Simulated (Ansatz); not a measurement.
# Data sheet: SrTiO3 (DFT)

SrTiO$_{3}$:
```
CELL_PARAMETERS angstrom
     -2.75937     2.75937     3.91415
      2.75937    -2.75937     3.91415
      2.75937     2.75937    -3.91415
ATOMIC_POSITIONS crystal
  Sr 0.75000 0.25000 0.50000
  Sr 0.25000 0.75000 0.50000
  Ti 0.00000 0.00000 0.00000
  Ti 0.50000 0.50000 0.00000
  O  0.76684 0.26684 0.03368
  O  0.23316 0.73316 0.96632
  O  0.26684 0.23316 0.50000
  O  0.73316 0.76684 0.50000
  O  0.75000 0.75000 0.00000
  O  0.25000 0.25000 0.00000
```

Space group I4/mcm (No. 140); conventional cell a = 5.519 Å, b = 5.519 Å, c = 7.828 Å, α = 90.00°, β = 90.00°, γ = 90.00°.

Method: plane-wave PAW r²SCAN (Ansatz code). The cell and atoms are relaxed at this level. Other levels are named where they apply.

**Cell and energy**

```yaml
volume_per_atom: 11.92 Å³
density: 5.11 g/cm³
Formation energy from the elements (no fitted shifts): -3.43 eV/atom
```

**Electronic structure**

```yaml
band_gap: 2.32 eV (direct)
valence_band_maximum: at Γ
conduction_band_minimum: at Γ
Electron effective mass, band 1 of 2 at the edge: 0.94 along x, 0.43 along z (mₑ)
Electron effective mass, band 2 of 2 at the edge: 0.71 along x, 0.43 along z (mₑ)
Electron effective mass with spin–orbit coupling: 0.43, 0.75, 0.87 mₑ (principal values)
Hole effective mass, band 1 of 2 at the edge: 3.3 along x, 0.92 along z (mₑ)
Hole effective mass, band 2 of 2 at the edge: 1.1 along x, 0.92 along z (mₑ)
Hole effective mass with spin–orbit coupling: 0.92, 1.6, 1.7 mₑ (principal values)
HSE06 gap on the r²SCAN cell: 3.39 eV
Gap with spin–orbit coupling: 2.30 eV
```

**Mechanics**

```yaml
Bulk modulus (Birch–Murnaghan fit): 186 GPa
Pressure derivative B′: 4.2
Elastic constants (relaxed ions, GPa): C11 = 334, C12 = 90.8, C13 = 122, C33 = 344, C44 = 96.6, C66 = 121
mechanical_stability: stable (all eigenvalues of C positive)
hill_bulk_and_shear_moduli: 186 and 107 GPa
Young's modulus: 270 GPa
Poisson's ratio: 0.26
debye_temperature_from_the_elastic_constants: 664 K
```

**Dielectric response**

```yaml
Electronic dielectric constant ε∞ (DFPT): 5.64 (xx = yy), 5.65 (zz)
Born charges (a third of the trace): Sr +2.51, Ti +7.13, O -3.22 to -3.21 e
```

**Phonons**

```yaml
Highest zone-centre frequency (without LO–TO term): 835 cm^-1
zone_centre_stability: unstable, softest mode 86i cm⁻¹
```

**Charges**

```yaml
bader_charges: Sr +1.63, Ti +2.34, O -1.32 e
```

The first step of the workflow began from a Materials Project structure, measured or hypothetical; the Crystallography Open Database files this formula in space group No. 140, but the cells were not matched. It is not the phase usual at ambient conditions (space group No. 221). Symmetry was held in the r²SCAN relaxation. The run is not spin-polarised. The references are the lowest solids computed at this level, not always the standard phases (solids in place of the gases). Scalar-relativistic: spin–orbit coupling is off unless named, which matters more the heavier the elements.

Potentials: the earlier of the program's two PAW sets. The files were generated under PBE; for other functionals the program regenerates the frozen cores, and for LDA and PBEsol the local potential too.
